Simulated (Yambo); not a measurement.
# Optical response of Cs$_{2}$KYCl$_{6}$

```
Cs2KYCl6
1.0
    0.00000     5.67746     5.67746
    5.67746     0.00000     5.67746
    5.67746     5.67746     0.00000
Cl K Y Cs
6 1 1 2
Cartesian
  2.64479   5.67746   5.67746
  8.71014   5.67746   5.67746
  5.67746   2.64479   5.67746
  5.67746   8.71014   5.67746
  5.67746   5.67746   2.64479
  5.67746   5.67746   8.71014
  5.67746   5.67746   5.67746
  0.00000   0.00000   0.00000
  8.51620   8.51620   8.51620
  2.83873   2.83873   2.83873
```

Yambo, RPA with local fields on PBEsol bands; 2×2×2 mesh, 255 bands, 3 Ry local-field block, 0.2 eV broadening; field along x.

```
E (eV)  Im ε  Re ε  Im ε, independent particles
------  ----  ----  ---------------------------
0.0     0.00  2.43                         0.00
0.4     0.00  2.43                         0.00
0.8     0.01  2.44                         0.01
1.1     0.01  2.45                         0.01
1.5     0.01  2.47                         0.02
1.9     0.02  2.50                         0.02
2.2     0.02  2.53                         0.03
2.6     0.03  2.57                         0.04
3.0     0.03  2.63                         0.05
3.4     0.04  2.70                         0.07
3.8     0.06  2.80                         0.09
4.1     0.08  2.93                         0.13
4.5     0.14  3.12                         0.22
4.9     0.31  3.44                         0.48
5.2     0.88  3.51                         1.53
5.6     1.50  3.33                         2.98
6.0     1.03  3.04                         1.86
6.4     1.36  3.34                         1.56
6.8     2.29  2.70                         2.68
7.1     1.57  2.64                         1.97
7.5     2.50  2.59                         3.31
7.9     1.98  1.92                         2.59
8.2     2.13  2.12                         3.00
8.6     2.29  1.46                         2.98
9.0     1.86  1.15                         2.12
9.4     1.48  1.36                         1.88
9.8     1.66  1.18                         2.07
10.1    1.54  1.33                         2.04
10.5    1.26  0.90                         1.54
10.9    1.00  1.28                         1.64
11.2    1.34  1.45                         2.19
11.6    1.49  1.26                         2.07
12.0    1.46  1.14                         1.83
12.4    1.32  1.01                         2.13
12.8    1.13  0.79                         1.97
13.1    0.86  1.05                         2.28
13.5    1.16  1.20                         2.80
13.9    1.19  0.97                         2.88
14.2    1.07  0.88                         2.89
14.6    0.97  1.08                         1.96
15.0    1.08  0.95                         1.77
15.4    1.12  1.00                         1.64
15.8    1.10  1.01                         1.26
16.1    1.02  0.74                         1.33
16.5    1.16  0.82                         1.12
16.9    0.86  0.70                         1.13
17.2    0.68  0.88                         1.29
17.6    0.93  1.19                         1.10
18.0    1.43  1.12                         0.75
18.4    1.25  0.21                         0.61
18.8    0.79  0.39                         0.51
19.1    0.83  0.52                         0.49
19.5    0.69  0.54                         0.51
19.9    0.74  0.37                         0.62
```

Structure narrower than a few tenths of an eV can come from the finite k mesh. Convergence of the RPA response with its 2×2×2 mesh was not tested. No excitonic effects at this level.

Geometry of the Materials Project entry, not relaxed at this level.

The structure is a Materials Project entry; no match was found in the copy of COD used, and its stability was not checked.
